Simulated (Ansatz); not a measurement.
Data:

YSe:
```yaml
crystal:
  lattice:
    - [0.00000, 2.87935, 2.87935]
    - [2.87935, 0.00000, 2.87935]
    - [2.87935, 2.87935, 0.00000]
  atoms:
    - { symbol: Se, position: [0.00000, 0.00000, 0.00000] }
    - { symbol: Y, position: [0.50000, 0.50000, 0.50000] }
```

This is the r²SCAN-relaxed structure.

Problem. All from the program Ansatz at the r²SCAN level (PAW), unless another level is named. Estimate the electronic character.

Solution. metallic (no gap).

Problem. Give the density of states at the Fermi level.

Solution. 0.50 states/eV per atom (mean over ±0.08 eV).

Problem. Next, the formation energy from the elements (no fitted shifts)?

Solution. -2.03 eV/atom.

Problem. Give the gap with spin–orbit coupling.

Solution. none (metallic).

Space group Fm-3m (rock salt). The workflow started from an entry of the Crystallography Open Database (COD). Whether it is the stable phase at ambient conditions was not checked. Symmetry was held in the r²SCAN relaxation; its stability against distortions is not shown here. No spin polarisation was allowed. With an odd number of electrons in the cell and no spin polarisation, the count alone makes it a metal. The references are the lowest solids computed at this level, not always the standard phases. Scalar-relativistic: spin–orbit coupling is off unless named, which matters more the heavier the elements.

Potentials: the later of the program's two PAW sets.
